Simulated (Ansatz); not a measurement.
A: Rh (fcc, Cu type), a = b = c = 3.800 Å, α = β = γ = 90.00°
B: YN (rock salt), a = 4.896 Å, b = 4.896 Å, c = 4.896 Å, α = 90.00°, β = 90.00°, γ = 90.00°
C: BN (zinc blende), a = b = c = 3.610 Å, α = β = γ = 90.00°

Scan: energy against volume (even scaling of the relaxed cell, symmetry kept). All come from one method, each on a k mesh of its own. All were relaxed with their symmetry unable to fall. Rh is run without spin polarisation. YN is run without spin polarisation.

Question: Put the candidates in order of bulk modulus (fitted), highest first, for r2SCAN (plane waves to 500 eV, PAW, scalar-relativistic; Ansatz, a quantum-chemistry and plane-wave program).

Answer: C (391 GPa), A (282 GPa), B (169 GPa)

(Under strain, the slope of the energy per volume gives the stress and its curvature an elastic modulus.)
